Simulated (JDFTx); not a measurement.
An input for JDFTx (a modified build) (Cs(110), linear PCM (GLSSA13), water, 1 M NaCl; bohr, hartree) and the course of its log:

```
lattice \
  10.2397839861 -3.4132613287 0.0000000000 \
  0.0000000000 9.6541609214 0.0000000000 \
  0.0000000000 0.0000000000 55.3689754515
coords-type Lattice
ion Cs 0.5000000000 0.5000000000 -0.2265009030 0
ion Cs 0.0000000000 0.0000000000 -0.0755003010 0
ion Cs 0.5000000000 0.5000000000 0.0755003010 0
ion Cs 0.0000000000 0.0000000000 0.2265009030 0
ion-species pseudo/cs_pbe_v1.upf
elec-cutoff 20 100
elec-ex-corr gga-PBE
coulomb-interaction Slab 001
coulomb-truncation-embed 0 0 0
kpoint-folding 4 4 1
elec-smearing Fermi 0.01
elec-n-bands 28
electronic-scf nIterations 100 energyDiffThreshold 1e-08
fluid LinearPCM
pcm-variant GLSSA13
fluid-solvent H2O
fluid-cation Na+ 1
fluid-anion Cl- 1
fluid-minimize nIterations 400 knormThreshold 1e-12
wavefunction read vac.wfns
elec-initial-eigenvals vac.eigenvals
dump-name f0.$VAR
dump End State Ecomponents EigStats BandEigs Forces ElecDensity IonicPositions Fillings Kpoints Dtot FluidDebug BoundCharge FluidDensity
```

```
[one cycle in 5 is shown, and the last three; fluid-solver lines are left out]
	FillingsUpdate:  mu: -0.056038431  nElectrons: 36.000000
SCF: Cycle:  0   F: -81.590519725299970   dF: -4.511e-03   |Residual|: 8.958e-03   |deigs|: 8.825e-04
	FillingsUpdate:  mu: -0.057621730  nElectrons: 36.000000
SCF: Cycle:  5   F: -81.591572647234273   dF: -9.906e-05   |Residual|: 9.445e-03   |deigs|: 2.996e-04
	FillingsUpdate:  mu: -0.058137463  nElectrons: 36.000000
SCF: Cycle: 10   F: -81.592000362485621   dF: -2.279e-03   |Residual|: 4.795e-03   |deigs|: 2.873e-03
	FillingsUpdate:  mu: -0.059240943  nElectrons: 36.000000
SCF: Cycle: 15   F: -81.592540852122411   dF: +1.101e-03   |Residual|: 7.598e-03   |deigs|: 1.148e-03
	FillingsUpdate:  mu: -0.059896973  nElectrons: 36.000000
SCF: Cycle: 20   F: -81.594195560339074   dF: +3.164e-04   |Residual|: 5.061e-03   |deigs|: 5.517e-04
	FillingsUpdate:  mu: -0.060066224  nElectrons: 36.000000
SCF: Cycle: 25   F: -81.595412849419091   dF: -4.171e-04   |Residual|: 7.094e-03   |deigs|: 1.589e-03
	FillingsUpdate:  mu: -0.061067002  nElectrons: 36.000000
SCF: Cycle: 30   F: -81.596453377990983   dF: -4.039e-04   |Residual|: 1.337e-02   |deigs|: 4.356e-03
	FillingsUpdate:  mu: -0.061178593  nElectrons: 36.000000
SCF: Cycle: 35   F: -81.594146198900987   dF: -1.045e-03   |Residual|: 4.357e-03   |deigs|: 1.175e-03
	FillingsUpdate:  mu: -0.059956229  nElectrons: 36.000000
SCF: Cycle: 40   F: -81.594424461581568   dF: +5.526e-04   |Residual|: 7.127e-03   |deigs|: 1.843e-03
	FillingsUpdate:  mu: -0.059522421  nElectrons: 36.000000
SCF: Cycle: 45   F: -81.594481538168793   dF: +1.015e-03   |Residual|: 6.504e-03   |deigs|: 1.257e-03
	FillingsUpdate:  mu: -0.053441250  nElectrons: 36.000000
SCF: Cycle: 50   F: -81.587509070032951   dF: +6.417e-03   |Residual|: 1.120e-02   |deigs|: 6.061e-03
	FillingsUpdate:  mu: -0.058678617  nElectrons: 36.000000
SCF: Cycle: 55   F: -81.593272728984672   dF: +1.945e-04   |Residual|: 8.293e-03   |deigs|: 5.532e-04
	FillingsUpdate:  mu: -0.060723439  nElectrons: 36.000000
SCF: Cycle: 60   F: -81.597403346990475   dF: +2.491e-04   |Residual|: 1.221e-02   |deigs|: 3.762e-04
	FillingsUpdate:  mu: -0.055856893  nElectrons: 36.000000
SCF: Cycle: 65   F: -81.591261839722335   dF: -1.602e-03   |Residual|: 8.715e-03   |deigs|: 1.676e-03
	FillingsUpdate:  mu: -0.059684009  nElectrons: 36.000000
SCF: Cycle: 70   F: -81.594583517085610   dF: -1.751e-03   |Residual|: 8.921e-03   |deigs|: 1.681e-03
	FillingsUpdate:  mu: -0.053661101  nElectrons: 36.000000
SCF: Cycle: 75   F: -81.585502084479771   dF: -2.071e-03   |Residual|: 1.331e-02   |deigs|: 4.260e-04
	FillingsUpdate:  mu: -0.061058072  nElectrons: 36.000000
SCF: Cycle: 80   F: -81.598775084125975   dF: -3.788e-04   |Residual|: 1.290e-02   |deigs|: 2.965e-04
	FillingsUpdate:  mu: -0.059939334  nElectrons: 36.000000
SCF: Cycle: 85   F: -81.602962571170465   dF: -8.554e-04   |Residual|: 2.035e-02   |deigs|: 8.691e-04
	FillingsUpdate:  mu: -0.061055917  nElectrons: 36.000000
SCF: Cycle: 90   F: -81.603137152998045   dF: +2.213e-04   |Residual|: 2.071e-02   |deigs|: 2.614e-04
	FillingsUpdate:  mu: -0.057239177  nElectrons: 36.000000
SCF: Cycle: 95   F: -81.603522833862485   dF: +2.884e-04   |Residual|: 2.211e-02   |deigs|: 1.321e-03
	FillingsUpdate:  mu: -0.057880631  nElectrons: 36.000000
SCF: Cycle: 97   F: -81.602907569691297   dF: +6.637e-04   |Residual|: 1.985e-02   |deigs|: 1.485e-03
	FillingsUpdate:  mu: -0.059056167  nElectrons: 36.000000
SCF: Cycle: 98   F: -81.598765247385501   dF: +4.142e-03   |Residual|: 9.643e-03   |deigs|: 5.032e-03
	FillingsUpdate:  mu: -0.061719799  nElectrons: 36.000000
SCF: Cycle: 99   F: -81.597885289411778   dF: +8.800e-04   |Residual|: 1.130e-02   |deigs|: 5.916e-03
SCF: None of the convergence criteria satisfied after 100 iterations.
IonicMinimize: Iter:   0  F: -81.597885289411778  |grad|_K:  0.000e+00
IonicMinimize: Converged (|grad|_K<1.000000e-04).
```

This run gave no converged result. The electronic loop ended without meeting its threshold, so the last energy, levels and forces aren't results.
